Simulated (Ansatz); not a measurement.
Space group P6_3/mmc (No. 194). a = 3.950 Å, b = 3.950 Å, c = 4.943 Å, α = 90.00°, β = 90.00°, γ = 120.00°
| atom | site | symmetry | x | y | z |
| --- | --- | --- | --- | --- | --- |
| Fe | 2a | -3m. | 0.0000 | 0.0000 | 0.0000 |
| Sb | 2c | -6m2 | 0.3333 | 0.6667 | 0.2500 |

Equation of state of this FeSb structure (not necessarily the ground state), with shape and atoms relaxed at each volume where symmetry leaves them free. It has no gap at any of these volumes. Computed with Ansatz 0.2.0, DFT PBEsol, scalar-relativistic, plane waves, PAW.

Settings: cutoff 420 eV, Γ-centred mesh 12×12×8 on the computed 4-atom cell, Gaussian smearing of 0.10 eV; collinear spin.

| V (Å³/atom) | E − E(largest V) (meV/atom) | P (GPa) |
| --- | --- | --- |
| 14.694 | 75.99 | 24.13 |
| 15.195 | 13.05 | 16.33 |
| 15.696 | -27.40 | 9.79 |
| 16.197 | -49.00 | 4.38 |
| 16.698 | -55.23 | 0.01 |
| 17.199 | -49.23 | -3.49 |
| 17.700 | -33.58 | -6.38 |
| 18.368 | 0.00 | -9.19 |

**Question.** Fit a third-order Birch–Murnaghan equation to E(V).

**Answer.** V0 = 16.69 Å³/atom, B0 = 131 GPa, B0' = 6.0.

Spin-orbit coupling is left out, which matters for the bands of heavy elements. Only parallel moments were tried here.